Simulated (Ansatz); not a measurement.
**SrO: the gap against volume**

SrO, Fm-3m, a = 5.161 Å. Ansatz: r2SCAN, PAW, 500 eV, Γ-centred 8×8×8 mesh on 2 atoms, Gaussian smearing 0.02 eV; no spin polarisation. Symmetry fixes shape and atoms, so the cell is only scaled; x = ln(V/V0) with V0 = 17.180 Å³/atom. The gap is read at the mesh points alone.

| x | gap y (eV) |
| --- | --- |
| -0.0619 | 3.768 |
| -0.0305 | 3.786 |
| 0.0000 | 3.800 |
| 0.0296 | 3.808 |
| 0.0583 | ? |

Problem. Fit a straight line to the other rows, give the volume deformation potential of the gap and its pressure coefficient, and predict the missing gap. B0 = 93.6 GPa.

Solution. Means x = -0.01570, y = 3.7905; Σ(Δx)² = 0.004652, ΣΔxΔy = 0.002048; the slope is their ratio. y = 3.7974 + 0.44024 x. The slope is the deformation potential a = dE_g/d ln V = 0.44 eV, and dE_g/dP = −a/B0 = -4.70 meV/GPa. With a term in x² added, the coefficient of x becomes 0.3600, 18 % less, which shows how far this figure hangs on the form. At x = 0.0583 the fit asked for gives 3.823 eV. The run gave 3.813 eV, so the fit is 0.010 eV too high, 22 % of the span of the series, against an rms of 0.002 eV on the fitted rows. The row lies outside the fitted range. With a term in x² added, a fit to the same known rows predicts 3.812 eV, so most of the miss is curvature that the known rows already hold.

Semilocal functionals give gaps under the measured ones; changes of the gap mostly carry over better.